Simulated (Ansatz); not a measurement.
## SiO₂: a fit and a missing row

SiO₂, Ia-3, a = 8.447 Å. This isn't the usual stable structure of the compound. Ansatz: r2SCAN, PAW, 500 eV, Γ-centred 4×4×4 mesh on 24 atoms, Gaussian smearing 0.02 eV; no spin polarisation. Shape and atoms are relaxed at each volume; pressure is positive in compression.

| V (Å³/atom) | P (GPa) |
| --- | --- |
| 11.050 | 7.67 |
| 11.427 | 5.38 |
| 11.803 | 3.41 |
| 12.180 | 1.66 |
| 12.557 | 0.04 |
| 12.933 | -1.46 |
| 13.310 | -2.94 |
| 13.812 | ? |

Task: Take V0 = 12.557 Å³/atom, count pressures from its P0 = 0.04 GPa, fit the third-order Birch–Murnaghan form to the other rows, and predict the missing pressure.

Result: With the Eulerian strain f = ½[(V0/V)^(2/3) − 1] and y = (P − P0)/[3f(1 + 2f)^(5/2)], the form is the line y = B0 + 1.5 B0 (B0′ − 4) f. Rows (f, y): 0.04448, 46.2; 0.03244, 46.9; 0.02107, 48.1; 0.01026, 50.0; -0.00974, 53.9; -0.01904, 57.5. Means f = 0.01324, y = 50.433; Σ(Δf)² = 0.002985, ΣΔfΔy = -0.5248; the slope is their ratio. y = 52.76 − 175.8 f GPa, so B0 = 52.8 GPa and B0′ = 4 + 2 × (-175.8)/(3 × 52.76) = 1.78. At V = 13.812, f = -0.03077, y = 58.17 and P = -4.54 GPa. The run gave -4.91 GPa, so the fit is 0.37 GPa too high, 2.9 % of the span of the series, against an rms of 0.10 GPa on the fitted rows. The row lies outside the fitted range. The points of y bend away from a line: a fourth-order term fitted to them gives P = -4.79 GPa at this row's volume (the line -4.54, the run -4.91). With a term in f² added B0′ becomes 1.02, so this figure hangs on the form. A B0′ outside 2 to 8 is unusual except in layered or molecular crystals, and here it hangs on few rows.

Cost: 8 runs of about 18 core-minutes in all, on Intel Xeon Platinum 8488C (Sapphire Rapids) (shared hosts).